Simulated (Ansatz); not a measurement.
Rb$_{2}$SnHgTe$_{4}$:
```xyz
8
Lattice="-4.4662 4.4662 3.7501 4.4662 -4.4662 3.7501 4.4662 4.4662 -3.7501" Properties=species:S:1:pos:R:3 pbc="T T T"
Rb     0.0000     4.4662     0.0000
Rb     4.4662     0.0000     0.0000
Sn     0.0000     0.0000     3.7501
Hg     0.0000     0.0000     0.0000
Te     1.5126     1.5126     5.5315
Te     1.5126    -1.5126     1.9687
Te     2.9536     2.9536     1.7814
Te    -1.5126     1.5126     1.9687
```

r²SCAN (plane waves, PAW; program Ansatz) gives a gap of 0.90 eV without spin–orbit coupling, maximum on the Γ–X line, 34 % of the way from Γ, minimum at M.

Problem. What happens when spin–orbit coupling is switched on?

Solution. The gap shrinks by 0.21 eV, to 0.69 eV; maximum at Γ, minimum at M.

Problem. Give the hole effective mass with spin–orbit coupling.

Solution. 0.47, 0.47, 0.99 mₑ (principal values).

Space group I-42m. The workflow started from a Materials Project entry (that database holds measured and hypothetical structures alike); the Crystallography Open Database files this formula in space group No. 121, but the cells were not matched. Whether it is the stable phase at ambient conditions was not checked. The r²SCAN relaxation kept the symmetry of its start; its stability against distortions is not shown here.

Potentials: the later of the program's two PAW sets.
